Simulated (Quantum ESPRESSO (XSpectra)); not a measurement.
Quantum ESPRESSO (XSpectra) run for X-ray absorption at the O K edge of PbSO₃ (P2₁/m). Geometry: Materials Project entry mp-21190 (a computed structure). The cell is the entry's, not relaxed again. The ground-state test found a gap, so occupations are fixed and the excited electron is left out (charged cell on a uniform background); energies count from the highest occupied level. pw.x input:

```
&CONTROL
  calculation = 'scf'
  prefix = 'x'
  pseudo_dir = './pseudo'
  outdir = './out'
/
&SYSTEM
  ibrav = 0
  nat = 30
  ntyp = 4
  ecutwfc = 70
  input_dft = 'PZ'
  tot_charge = 1
  occupations = 'fixed'
/
&ELECTRONS
  conv_thr = 3.0e-07
  mixing_beta = 0.4
/
ATOMIC_SPECIES
Oh 15.999 O.lda-tm-gipaw-star1s.UPF
Pb 207.200 Pb.upf
S 32.060 S.lda-tm-gipaw.UPF
O 15.999 O.lda-tm-gipaw.UPF
CELL_PARAMETERS angstrom
   4.565640000    5.407460000    0.000000000
  -1.854143000    5.407460000    6.238245000
   2.711497000   -5.407460000    6.238245000
ATOMIC_POSITIONS crystal
Pb     0.081683333    0.443523333    0.275206667
Pb     0.415016667    0.776856667    0.941873333
Pb     0.748350000    0.110190000    0.608540000
Pb     0.584983333    0.223143333    0.058126667
Pb     0.918316667    0.556476667    0.724793333
Pb     0.251650000    0.889810000    0.391460000
S      0.584130000    0.495060000    0.329190000
S      0.917463333    0.828393333    0.995856667
S      0.250796667    0.161726667    0.662523333
S      0.082536667    0.171606667    0.004143333
S      0.415870000    0.504940000    0.670810000
S      0.749203333    0.838273333    0.337476667
Oh     0.031273333    0.160403333    0.166706667
O      0.364606667    0.493736667    0.833373333
O      0.697940000    0.827070000    0.500040000
O      0.635393333    0.506263333    0.166626667
O      0.968726667    0.839596667    0.833293333
O      0.302060000    0.172930000    0.499960000
O      0.485373333    0.356243333    0.316646667
O      0.818706667    0.689576667    0.983313333
O      0.152040000    0.022910000    0.649980000
O      0.181293333    0.310423333    0.016686667
O      0.514626667    0.643756667    0.683353333
O      0.847960000    0.977090000    0.350020000
O      0.529933333    0.926763333    0.206696667
O      0.863266667    0.260096667    0.873363333
O      0.196600000    0.593430000    0.540030000
O      0.136733333    0.739903333    0.126636667
O      0.470066667    0.073236667    0.793303333
O      0.803400000    0.406570000    0.459970000
K_POINTS automatic
2 2 2 0 0 0
```

xspectra.x input:

```
&input_xspectra
  calculation = 'xanes_dipole'
  edge = 'K'
  prefix = 'x'
  outdir = './out'
  xonly_plot = .false.
  xiabs = 1
  xcoordcrys = .false.
  xepsilon(1) = 1.0
  xepsilon(2) = 0.0
  xepsilon(3) = 0.0
  xniter = 1500
  xcheck_conv = 50
  xerror = 0.002
  x_save_file = 'x0.sav'
/
&plot
  xnepoint = 451
  xemin = -5.0
  xemax = 40.0
  xgamma = 0.5
  terminator = .true.
  cut_occ_states = .true.
/
&pseudos
  filecore = 'core.wfc'
/
&cut_occ
  cut_desmooth = 0.1
  cut_stepl = 0.01
  cut_ierror = 1e-6
/
4 3 3 1 1 1
```

End of the pw.x output:

```
   -11.7627 -11.7458  -9.5043  -9.4994  -9.4778  -9.4702  -9.4666  -9.4605
    -9.4457  -9.4270  -9.4040  -9.3981  -9.3799  -9.3655  -9.3439  -9.3298
    -9.3099  -9.0949  -9.0878  -9.0764  -9.0581  -9.0577  -9.0523  -9.0513
    -9.0489  -9.0412  -9.0173  -9.0158  -9.0078  -9.0036  -8.9938  -8.9652
    -5.9361  -3.5665  -3.3426  -3.0895  -3.0588  -2.9716  -2.8786  -2.4439
    -2.2867  -1.4178  -1.1043  -0.8728  -0.8344  -0.7222  -0.5806  -0.0150
    -0.0000   0.0609   0.1524   0.3402   0.4045   0.4852   0.5584   0.6374
     0.7196   0.7644   0.9157   1.0073   1.0897   1.1032   1.6502   1.8200
     2.1466   2.6968   2.7940   2.8223   2.9317   2.9976   3.2407   3.3586
     3.4157   3.5498   3.6010   3.6629   3.9224   4.2132   4.2231   4.3868
     4.4388   4.4961   4.6102   4.6256   4.7999   4.8610   4.9547   4.9911
     5.0545   5.1151   5.1699   5.3650   5.5012   5.8287   5.9355   6.0022
     6.1207   6.1905

     highest occupied level (ev):     6.4714

!    total energy              =   -1595.30456067 Ry
     estimated scf accuracy    <       0.00000007 Ry

     The total energy is the sum of the following terms:
     one-electron contribution =    -447.63047391 Ry
     hartree contribution      =     364.25178214 Ry
     xc contribution           =    -429.49077112 Ry
     ewald contribution        =   -1082.43509778 Ry

     convergence has been achieved in  11 iterations

     XML data file, charge density, pseudopotentials, collected wavefunctions
```

xspectra.x output, shortened:

```
... Begin STEP 1 ...

        Radial transition matrix element(s) used in the calculation of the
        initial vector of the Lanczos basis (|tilde{phi}_abs> normalized)
        | For PAW proj. (l=1) #1: radial matrix element =   0.141535429
        | For PAW proj. (l=1) #2: radial matrix element =   0.174719217

NB: the     9 k-point are not all listed below because npool=  4
        |-------------------------------------------------------------
        ! k-point #     1:  ( 0.1292,  0.0545,  0.1802),  0.0556,   1
        |-------------------------------------------------------------
 okvan= F
        |   Norm of the initial Lanczos vector: 0.10086551E+00
        !   => CONVERGED at iter    600 with error=  0.00143641
        |-------------------------------------------------------------
        ! k-point #     2:  ( 0.3014, -0.0909,  0.3574),  0.0556,   1
        |-------------------------------------------------------------
 okvan= F
        |   Norm of the initial Lanczos vector: 0.10086551E+00
        !   => CONVERGED at iter    650 with error=  0.00108605
        |-------------------------------------------------------------
        ! k-point #     3:  ( 0.4736, -0.2363,  0.5347),  0.0556,   1
        |-------------------------------------------------------------
 okvan= F
        |   Norm of the initial Lanczos vector: 0.10086550E+00
        !   => CONVERGED at iter    600 with error=  0.00168573
        |-------------------------------------------------------------

        ...
... Begin STEP 2 ...

     The spectrum is calculated using the following parameters:
        energy-zero of the spectrum [eV]:    6.4714
        the occupied states are elimintate from the spectrum
        xemin [eV]:  -5.00
        xemax [eV]:  40.00
        xnepoint:  451
        constant broadening parameter [eV]:    0.500
        Core level energy [eV]:  -543.1
         (from electron binding energy of neutral atoms in X-ray data booklet)

     Cross-section successfully written in xanes.dat

     ... End STEP 2 ...

     xanes        :     66.53s CPU     66.73s WALL (       1 calls)

     -------------------------------------------------------------------------
                                END JOB XSpectra
     -------------------------------------------------------------------------
```

xanes.dat for the field along x, every fifth line (energy in eV, cross section):

```
   -5.000   5.2300e-04
   -4.500   5.6970e-04
   -4.000   6.2400e-04
   -3.500   6.8790e-04
   -3.000   7.6380e-04
   -2.500   8.5550e-04
   -2.000   9.6800e-04
   -1.500   1.1080e-03
   -1.000   1.2880e-03
   -0.500   1.5250e-03
    0.000   1.8460e-03
    0.500   2.3050e-03
    1.000   3.0000e-03
    1.500   4.1440e-03
    2.000   6.2770e-03
    2.500   1.1060e-02
    3.000   2.3440e-02
    3.500   4.2650e-02
    4.000   4.7730e-02
    4.500   4.2910e-02
    5.000   3.6170e-02
    5.500   2.9920e-02
    6.000   3.2830e-02
    6.500   3.7530e-02
    7.000   2.9490e-02
    7.500   1.9270e-02
    8.000   1.4910e-02
    8.500   1.3100e-02
    9.000   1.3730e-02
    9.500   1.5910e-02
   10.000   1.8660e-02
   10.500   2.2820e-02
   11.000   2.4790e-02
   11.500   2.5020e-02
   12.000   2.4400e-02
   12.500   2.5080e-02
   13.000   2.7790e-02
   13.500   2.7590e-02
   14.000   2.7440e-02
   14.500   3.1800e-02
   15.000   3.1210e-02
   15.500   2.6980e-02
   16.000   2.4060e-02
   16.500   2.1960e-02
   17.000   2.0580e-02
   17.500   1.9250e-02
   18.000   1.8110e-02
   18.500   1.6860e-02
   19.000   1.5820e-02
   19.500   1.5750e-02
   20.000   1.6850e-02
   20.500   1.8330e-02
   21.000   2.1030e-02
   21.500   2.2680e-02
   22.000   2.1860e-02
   22.500   2.0680e-02
   23.000   1.9800e-02
   23.500   2.0120e-02
   24.000   1.9870e-02
   24.500   1.8590e-02
   25.000   1.8330e-02
   25.500   1.7760e-02
   26.000   1.7590e-02
   26.500   1.7560e-02
   27.000   1.8350e-02
   27.500   1.9120e-02
   28.000   1.8830e-02
   28.500   1.7390e-02
   29.000   1.6650e-02
   29.500   1.6550e-02
   30.000   1.6860e-02
   30.500   1.7120e-02
   31.000   1.7350e-02
   31.500   1.7780e-02
   32.000   1.7970e-02
   32.500   1.6810e-02
   33.000   1.6150e-02
   33.500   1.6740e-02
   34.000   1.7390e-02
   34.500   1.7620e-02
   35.000   1.7040e-02
   35.500   1.6750e-02
   36.000   1.6590e-02
   36.500   1.6150e-02
   37.000   1.6680e-02
   37.500   1.6870e-02
   38.000   1.6200e-02
   38.500   1.6050e-02
   39.000   1.6830e-02
   39.500   1.8100e-02
   40.000   1.8360e-02
```
